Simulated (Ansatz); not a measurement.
Ba$_{2}$ZnN$_{2}$:
```cif
data_Ba4N4Zn2
_chemical_formula_sum 'Ba4 Zn2 N4'
_space_group_name_H-M_alt 'I4/mmm'
_space_group_IT_number 139
_space_group_name_Hall '-I 4 2'
_cell_length_a 4.12432
_cell_length_b 4.12432
_cell_length_c 12.79473
_cell_angle_alpha 90.000
_cell_angle_beta 90.000
_cell_angle_gamma 90.000
loop_
_atom_site_label
_atom_site_type_symbol
_atom_site_symmetry_multiplicity
_atom_site_Wyckoff_symbol
_atom_site_fract_x
_atom_site_fract_y
_atom_site_fract_z
_atom_site_occupancy
Ba1 Ba 4 e 0.00000 0.00000 0.34453 1
Zn1 Zn 2 a 0.00000 0.00000 0.00000 1
N1 N 4 e 0.00000 0.00000 0.14193 1
```
(The calculation used a cell of 5 atoms; values per cell refer to that cell.)

Relaxed with PBEsol.

Problem. Tabulate the valence density and the electron localisation function along the shortest Ba–Zn contact (3.53 Å), PBEsol (plane waves, PAW; program Ansatz).

Solution. 

```
distance from Ba (Å)  density (e/Å³)   ELF
--------------------  --------------  ----
0.35                            0.77  0.09
0.53                            1.26  0.55
0.71                            1.38  0.82
0.88                            1.07  0.86
1.06                            0.63  0.80
1.24                            0.32  0.54
1.41                            0.17  0.20
1.59                            0.11  0.09
1.77                            0.09  0.10
1.94                            0.10  0.19
2.12                            0.13  0.27
2.29                            0.18  0.25
2.47                            0.28  0.21
2.65                            0.52  0.21
2.82                            1.10  0.15
3.00                            3.31  0.04
3.18                           12.22  0.00
```

The density is the valence pseudo-density with augmentation charge, so density and ELF within about 1 Å of a nucleus are not all-electron values.

The workflow started from a Materials Project entry (that database holds measured and hypothetical structures alike); the Crystallography Open Database files this formula in space group No. 139, but the cells were not matched. Whether it is the stable phase at ambient conditions was not checked. The PBEsol relaxation kept the symmetry of its start; whether a distortion lowers the energy is not shown. Spin–orbit coupling is left out wherever it is not named.

Potentials: the later of the program's two PAW sets.
